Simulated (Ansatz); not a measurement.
The start is a randomly generated symmetric cell of W (space group No. 157). Cell shape, volume and atoms are optimised at zero target pressure with r2SCAN (plane waves to 500 eV, PAW, scalar-relativistic; Ansatz, a program for electronic structure). The first steps use a coarse 9×9×8 k-mesh.

Starting cell:
```
CELL_PARAMETERS angstrom
      4.26441     0.00000     0.00000
     -2.13221     3.69309     0.00000
      0.00000     0.00000     4.23391
ATOMIC_POSITIONS crystal
  W  0.68363 0.00000 0.29432
  W  0.00000 0.68363 0.29432
  W  0.31637 0.31637 0.29432
  W  0.00000 0.00000 0.73949
```

Q: Does the structure survive the relaxation? Give the final space group.

A: The space group goes from P31m (No. 157) to P6/mmm (No. 191), with 4 atoms in the primitive cell.

Q: How much energy is released per atom?

A: About 2.6 eV/atom.

Q: How does the volume change?

A: -1.1 %, from 16.67 to 16.49 Å³/atom.

Q: Give the final cell and atomic positions.

A: 
```cif
data_W4
_chemical_formula_sum 'W4'
_space_group_name_H-M_alt 'P6/mmm'
_space_group_IT_number 191
_space_group_name_Hall '-P 6 2'
_cell_length_a 5.35674
_cell_length_b 5.35674
_cell_length_c 2.65470
_cell_angle_alpha 90.000
_cell_angle_beta 90.000
_cell_angle_gamma 120.000
loop_
_atom_site_label
_atom_site_type_symbol
_atom_site_symmetry_multiplicity
_atom_site_Wyckoff_symbol
_atom_site_fract_x
_atom_site_fract_y
_atom_site_fract_z
_atom_site_occupancy
W1 W 3 f 0.00000 0.50000 0.00000 1
W2 W 1 b 0.00000 0.00000 0.50000 1
```

Final values are on a 10×10×17 k-mesh of the relaxed cell. The start holds a very short contact (W–W 2.32 Å). No spin polarisation in the result.

The run could not lose the symmetry of its start, so the end can be a saddle point.

The relaxed structure here is a generated cell of W: the first start was made by a random draw of sites in a space group, and the end was not matched to a known phase here, so it may be hypothetical. Known forms of W include space group No. 229.
